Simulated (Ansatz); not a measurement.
A distorted cell of AlN (zinc blende):

```
AlN
1.0
    0.00000     4.36982     4.36982
    2.18491     2.18491     4.36982
    2.18491     2.18491     0.00000
N Al
2 2
Direct
  0.03433   0.71567   0.78433
  0.46567   0.78433   0.71567
  0.01161   0.98839   0.98839
  0.48839   0.01161   0.01161
```

These are r2SCAN (plane waves to 500 eV, PAW, scalar-relativistic; Ansatz, an electronic-structure program) values and carry that method's errors. k mesh 13×13×13 (Γ-centred), Fermi-Dirac smearing 0.05 eV. Stress and pressure are positive under compression. AlN was relaxed with its symmetry unable to fall.

Q: What forces act on the atoms (eV/Å, Cartesian)?

A: 
```csv
atom,Fx,Fy,Fz
N1,0.000,-3.457,0.000
N2,0.000,3.457,0.000
Al3,2.347,0.000,0.000
Al4,-2.347,0.000,0.000
```

Q: Give the stress tensor in GPa and the pressure.

A: 
```
    6.0      0.0      0.0
    0.0      2.4      0.0
    0.0      0.0     10.2
```
The pressure, a third of the trace, is 6.2 GPa.

(For displaced atoms, the force is minus the slope of the energy, and its curvature is a force constant, which sets phonon frequencies.)
